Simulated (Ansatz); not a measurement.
Input and command of a calculation in Ansatz (plane waves; scalar-relativistic PAW potentials unless the input names others):

```yaml
crystal:
  lattice:
    - [1.3956884576, 0.8058011067, 5.2880298376]
    - [-1.3956884576, 0.8058011067, 5.2880298376]
    - [0.0, -1.6116022134, 5.2880298376]
  atoms:
    - { symbol: Zn, position: [0.0, 0.0, 0.0] }
    - { symbol: H, position: [0.7278522682, 0.7278522682, 0.7278522682] }
    - { symbol: H, position: [0.2721477318, 0.2721477318, 0.2721477318] }
basis:
  ecutwfc: 420
kpoints:
  mp_grid: { grid: [12, 12, 12] }
hamiltonian:
  xc: pbe
scf:
  occupations: { method: gaussian, width: 0.02 }
  max_iter: 80
output:
  forces: true
  eigenvalues: true
  stress: true
total_charge: 0.5
```

```bash
ansatz run input.yaml --threads 1 --pin off --max-ram 2560MiB --backend cpu --events-out ev --progress --plain --runs-dir out
```

Abridged log:
```
Pseudopotentials: kind: paw
Pseudopotential: Zn, paw, valence charge 12, recommended cutoff 420 eV (normal)
Pseudopotential: H, paw, valence charge 1, recommended cutoff 420 eV (normal)
Functional definition: PBE
Crystal: 3 atoms, lattice volume = 35.683 Å³
Basis set: ecut = 420 eV, 701 PW (Γ), FFT grids on a1−a3, a2−a3, a3, exchange–correlation on 40×40×80 points (8 copies of the dense FFT grid, shifted against one another)
Bands: 11, of which v1, the nominal top of the filled ones, is band 7 counted from 1 (6 counted from 0)
Symmetry: 12 space group operations
Space group: R-3m (ITA 166), of the structure as read, at distance tolerance 3.3e-5 Å
k-points: 189 of 1728
Initial density: superposition of atomic densities (neutral atoms scaled as one to the charged cell's electrons: chi_scale 0, normalization atom), corrected by the library's trained network
Initial wavefunctions: pseudopotential atomic-orbital guess
Functional: x = pbe(κ = 0.804, μ = 0.21951497), c = pbe(β = 0.06672455)
SCF iter   1: F=—  HF=-3352.959081 eV  |F-HF|=—  |Δ(HF+E_count)|=         —  Δρ=1.42e-1  dr2=5.54e0  ethr=1.77e-3  ⟨swp⟩=6.1  Hψ=13977  notcnv=0
SCF iter   2: F=—  HF=-3352.338514 eV  |F-HF|=—  |Δ(HF+E_count)|=   6.21e-1  Δρ=1.73e-1  dr2=5.17e0  ethr=1.77e-3  ⟨swp⟩=3.3  Hψ=7579  notcnv=0  defer=24
SCF iter   3: F=—  HF=-3350.697740 eV  |F-HF|=—  |Δ(HF+E_count)|=    1.64e0  Δρ=3.87e-2  dr2=4.06e-1  ethr=1.77e-3  ⟨swp⟩=3.7  Hψ=6703  notcnv=0  defer=20
SCF iter   4: F=—  HF=-3350.637851 eV  |F-HF|=—  |Δ(HF+E_count)|=   5.99e-2  Δρ=2.36e-2  dr2=9.61e-2  ethr=1.77e-3  ⟨swp⟩=2.0  Hψ=5554  notcnv=0  defer=24
SCF iter   5: F=—  HF=-3350.652440 eV  |F-HF|=—  |Δ(HF+E_count)|=   1.46e-2  Δρ=1.44e-2  dr2=4.73e-2  ethr=7.12e-4  ⟨swp⟩=2.5  Hψ=4697  notcnv=0  defer=24
SCF iter   6: F=—  HF=-3350.642332 eV  |F-HF|=—  |Δ(HF+E_count)|=   1.01e-2  Δρ=7.80e-3  dr2=1.38e-2  ethr=3.51e-4  ⟨swp⟩=2.0  Hψ=3790  notcnv=0  defer=29
SCF iter   7: F=—  HF=-3350.638446 eV  |F-HF|=—  |Δ(HF+E_count)|=   3.89e-3  Δρ=1.29e-3  dr2=3.88e-4  ethr=1.02e-4  ⟨swp⟩=2.7  Hψ=4364  notcnv=0  defer=30
SCF iter   8: F=—  HF=-3350.638336 eV  |F-HF|=—  |Δ(HF+E_count)|=   1.10e-4  Δρ=8.84e-5  dr2=2.51e-6  ethr=2.87e-6  ⟨swp⟩=2.5  Hψ=3572  notcnv=0  defer=30
SCF iter   9: F=—  HF=-3350.638339 eV  |F-HF|=—  |Δ(HF+E_count)|=   2.59e-6  Δρ=3.62e-5  dr2=3.35e-7  ethr=1.86e-8  ⟨swp⟩=2.3  Hψ=3167  notcnv=0  defer=30
SCF iter  10: F=-3350.638339 eV  HF=-3350.638339 eV  |F-HF|=7.92e-9  |Δ(HF+E_count)|=   8.70e-8  Δρ=7.14e-6  dr2=1.09e-8  ethr=7.41e-10  ⟨swp⟩=6.5  Hψ=11939  notcnv=0
SCF 1 converged in 10 iterations: F = -3350.638339 eV  dr2 = 1.09e-8
SCF converged after 10 iterations
Free energy (F): -3350.638339 eV
Harris-Foulkes:  -3350.638339 eV  (|F-HF|=7.92e-9)
Internal energy: -3350.638034 eV  (E = F + TS)
E sigma→0 (E₀):  -3350.638186 eV
Entropy (-TS):   -0.000305 eV (-0.102 meV/atom)
Fermi energy:    1.018106 eV
--- Forces (eV/Å), atoms counted from 1 ---
  atom   1  Zn     0.00000000     0.00000000     0.00000000
  atom   2  H      0.00000000     0.00000000    -0.01248943
  atom   3  H      0.00000000     0.00000000     0.01248943
--- Stress (GPa, compression-positive) ---
        0.126349       0.000000       0.000000
        0.000000       0.126349       0.000000
        0.000000       0.000000      -1.739035
  P = ⅓ Tr σ = -0.4954 GPa (-4.954 kbar)
```

Task: What is wrong with this input?

Result: The fault is a net charge on a solid that should be neutral, 0.5 electrons a cell too few, offset by a uniform background, so that energy and pressure hang on that convention (total_charge: not typed → 0.5, the first being the value of the sound run). Setting it back cures it. The run converged all the same, with a total energy on another zero, pressure -0.50 GPa (with the neutralising background of the charged cell), largest force 0.012 eV/Å, no gap on the mesh, so convergence alone doesn't show that an input is right. A reference run on usual settings, whose relaxation ended at this geometry, converged, and the end of its own relaxation has pressure 0.00 GPa, largest force 0.001 eV/Å, gap on the mesh 2.30 eV.

It took 11 s on 1 thread of Intel(R) Xeon(R) Platinum 8259CL CPU @ 2.50GHz (Skylake/Cascade Lake), on a shared host, peak memory 0.41 GiB.